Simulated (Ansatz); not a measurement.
Given:

PbS (rock salt, Fm-3m), a = b = c = 5.9340 Å, α = β = γ = 90.00°; the cell used has 2 atoms.

This is the PBE+D3(BJ)-relaxed structure.

Task: All from PBE+D3(BJ) in the plane-wave PAW code Ansatz, unless another level is named. Predict the band gap.

Result: 0.36 eV (direct).

Task: And the formation energy from the elements (no fitted shifts)?

Result: -0.59 eV/atom.

Task: Next, the electron effective mass?

Result: 0.12, 0.16, 0.16 mₑ (principal values).

Task: Next, the valence-band maximum?

Result: at L.

Task: Predict the weight of the conduction-edge state by species (Voronoi cells).

Result: Pb 61 %, S 39 %.

Symmetry was held in the PBE+D3(BJ) relaxation. The references are the lowest solids computed at this level, not always the standard phases. Scalar-relativistic: spin–orbit coupling is off unless named, which matters more the heavier the elements.

Potentials: the later of the program's two PAW sets.
